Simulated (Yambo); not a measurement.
# MgTe: sweep of GW parameters

G0W0@LDA for MgTe (zinc blende, space group F-43m, No. 216) in Yambo. Reference settings: 4×4×4 Γ-centred k mesh, bands 5 to 124 and a 8 Ry block in the screening, 124 bands in G with the Bruneval-Gonze terminator, plasmon pole fitted at 27.2 eV. The LDA gap Γ → Γ on this mesh is 2.37 eV; G0W0 gaps are taken between the same points.

```tsv
change from the reference	G0W0 gap Γ → Γ (eV)	shift of the valence edge (eV)	rough Yambo cost
reference settings	4.10	-1.27	1
46 bands in G	4.09	-1.22	–
wavefunctions cut at 25 Ry	4.13	-1.22	about 1/4
no point-group symmetry	4.10	-1.27	about 4×
46 bands in G, no terminator	4.02	-0.89	–
no terminator	4.09	-1.21	–
```

The reference isn't shown to be the converged limit. Costs are rough (shared machines), scaled to the same edge states, and given only for runs that recompute the screening.

Without spin-orbit coupling, band edges of such heavy elements can be off by tenths of an eV.

The standard potential for Te keeps a d shell in the valence without the s and p states of that shell. In tests on such compounds this moved G0W0 gaps by up to about 0.9 eV, so absolute quasiparticle energies here are unreliable; differences between settings are what counts.

Geometry relaxed with LDA; primitive cell a = b = c = 4.5039 Å, α = β = γ = 60.00°.

This is not the ordinary phase of the substance; no match was found in the copy of COD used, and its stability was not checked.

A shift is the quasiparticle energy of the state minus its LDA energy.
